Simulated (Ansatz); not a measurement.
Input and command of a plane-wave DFT calculation in Ansatz:

```yaml
crystal:
  lattice:
    - [-3.4252076187, 3.4252076187, 1.9800572298]
    - [3.4252076187, -3.4252076187, 1.9800572298]
    - [3.4252076187, 3.4252076187, -1.9800572298]
  atoms:
    - { symbol: Si, position: [0.17880106, 0.17880106, 0.35760212] }
    - { symbol: Si, position: [0.82119894, 0.82119894, 0.64239788] }
    - { symbol: Si, position: [0.17880106, 0.82119894, 0.0] }
    - { symbol: Si, position: [0.82119894, 0.17880106, 0.0] }
basis:
  ecutwfc: 500
kpoints:
  mp_grid: { grid: [10, 10, 10] }
hamiltonian:
  xc: r2scan
scf:
  occupations: { method: gaussian, width: 0.03 }
output:
  forces: true
  stress: true
  eigenvalues: true
```

```bash
ansatz run input.yaml --threads 1 --pin off --max-ram 2560MiB --backend cpu --events-out ev --progress --plain --runs-dir out
```

Processor: Intel(R) Xeon(R) 6975P-C (Granite Rapids), 1 thread, on a host shared with other jobs.

Q: How long does it run, and how much memory does it take?

A: About 7.8 s on 1 thread of Intel(R) Xeon(R) 6975P-C (Granite Rapids), with other jobs on the host, peak memory 0.76 GiB. It solves 12 bands at 102 k points (the mesh reduced by symmetry) with about 2375 plane waves, in 6 SCF iterations.
